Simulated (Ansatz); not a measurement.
A relaxed cell of Be (P6₃/mmc (No. 194)), relaxed on a k-mesh at least as fine as the one used below. Level of theory: r2SCAN (plane waves to 500 eV, PAW, scalar-relativistic; Ansatz, a program for electronic structure). Γ-centred k-mesh 16×16×5 on the run's cell (coarser than for final values), Fermi–Dirac smearing 0.05 eV.

```
Be
1.0
    2.26371     0.00000     0.00000
   -1.13186     1.96043     0.00000
    0.00000     0.00000     7.12779
Be
4
Direct
  0.33333   0.66667   0.37500
  0.33333   0.66667   0.87500
  0.66667   0.33333   0.12500
  0.66667   0.33333   0.62500
```

Every atom was then displaced, and the forces became (eV/Å):

```json
[
 {"atom": "Be1", "Fx": "0.11", "Fy": "-0.01", "Fz": "0.42"},
 {"atom": "Be2", "Fx": "-0.30", "Fy": "-0.06", "Fz": "0.08"},
 {"atom": "Be3", "Fx": "0.43", "Fy": "-0.02", "Fz": "-0.34"},
 {"atom": "Be4", "Fx": "-0.25", "Fy": "0.08", "Fz": "-0.16"}
]
```

Q: Which atom was moved farthest relative to the others, and in which direction?

A: Be3, by (-0.09, 0.00, 0.03) Å (0.10 Å, mean shift removed); the next is Be4 with 0.07 Å. Its force makes an angle of 157° with its move.

All displacements (Å):

```csv
atom,ux,uy,uz
Be1,0.004,-0.045,-0.012
Be2,0.112,-0.031,0.020
Be3,-0.047,-0.049,0.047
Be4,0.115,-0.064,0.028
```

No spin polarisation in the result.

The run that gave the undisplaced cell could not lose the symmetry of its start; a randomly shaken copy of 4 atoms returns to this structure.
